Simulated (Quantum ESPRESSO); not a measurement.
## Kohn-Sham bands of RbAu (CsCl type)

```xyz
2
Lattice="4.1046 0.0000 0.0000 0.0000 4.1046 0.0000 0.0000 0.0000 4.1046" Properties=species:S:1:pos:R:3 pbc="T T T"
Rb     2.0523     2.0523     2.0523
Au     0.0000     0.0000     0.0000
```

Cell from Materials Project (mp-30373), symmetrised, no further relaxation. COD (Crystallography Open Database) has an entry of this formula and space group (matched by these alone). Method: PBEsol plane waves in Quantum ESPRESSO 7.5 (PseudoDojo norm-conserving files, 61 Ry, spinors with spin-orbit coupling), Bloch states on a 6×6×6 mesh through Γ, Wannier90 4.0.1. Density: 10×10×10 mesh, cold smearing 0.01 Ry. The gap is small at this level and was sampled on the meshes and a path alone.

List the Kohn-Sham levels between −8 and 3.1 eV relative to the valence-band maximum at the high-symmetry points, as a band run of pw.x on that density gives them (levels within 2 meV counted together).


| point | k (reciprocal lattice) | levels (eV) |
|---|---|---|
| Γ | 0.000 0.000 0.000 | -3.95 (×2), -3.69 (×4), -2.25 (×4), -1.94 (×2) |
| X | 0.000 0.500 0.000 | -3.64 (×2), -3.55 (×2), -2.39 (×2), -2.19 (×2), -1.97 (×2), -1.42 (×2), 0.13 (×2) |
| M | 0.500 0.500 0.000 | -3.72 (×2), -3.62 (×2), -2.52 (×2), -2.26 (×2), -1.88 (×2), -1.23 (×2), 2.25 (×2), 2.71 (×2) |
| R | 0.500 0.500 0.500 | -3.49 (×4), -2.17 (×2), -1.82 (×4), 0.00 (×2), 1.13 (×2), 1.79 (×4) |
